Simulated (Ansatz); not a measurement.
SiC:
```yaml
crystal:
  lattice:
    - [3.07263, 0.00000, 0.00000]
    - [-1.53631, 2.66097, 0.00000]
    - [0.00000, 0.00000, 7.03910]
  atoms:
    - { symbol: Si, position: [0.00000, 0.50000, 0.33333] }
    - { symbol: Si, position: [0.50000, 0.50000, 0.66667] }
    - { symbol: Si, position: [0.50000, 0.00000, 0.00000] }
    - { symbol: C, position: [0.00000, 0.50000, 0.83333] }
    - { symbol: C, position: [0.50000, 0.50000, 0.16667] }
    - { symbol: C, position: [0.50000, 0.00000, 0.50000] }
```

Relaxed with r²SCAN. Special points in fractions of this cell's reciprocal vectors: Γ (0.000, 0.000, 0.000); M (0.500, 0.000, 0.000); K (0.333, 0.333, 0.000); A (0.000, 0.000, 0.500); L (0.500, 0.000, 0.500); H (0.333, 0.333, 0.500).

Task: List the band energies nearest the valence-band maximum at these points for plane-wave PAW r²SCAN (Ansatz code).

Result: In eV from the valence-band maximum; about four levels below and three above (degenerate sets whole), none deeper than 8.9 eV; points with the same levels are listed once.

| k | below | above |
|---|---|---|
| Γ | -0.32 -0.32 -0.19 0.00 | 3.84 3.84 4.73 |
| M | -3.73 -3.03 -2.52 -2.23 | 1.18 2.02 3.12 |
| K | -5.84 -5.84 -3.48 -2.42 -2.42 | 3.06 3.65 3.65 |
| A | -1.03 -0.33 -0.16 -0.16 | 3.41 5.09 5.09 |
| L | -3.56 -2.86 -2.56 -2.10 | 2.27 3.11 3.86 |
| H | -5.09 -5.09 -3.54 -2.48 | 3.24 6.01 6.01 |

Space group P6_422. The start of the workflow was typed in or built on a structure type; neither database checked (COD, Materials Project) lists it. It is not the phase usual at ambient conditions (space group No. 186, 216). The r²SCAN relaxation kept the symmetry of its start; its stability against distortions is not shown here. Its formation energy is positive at this level, so the cell may be metastable or incomplete.

Potentials: the later of the program's two PAW sets.
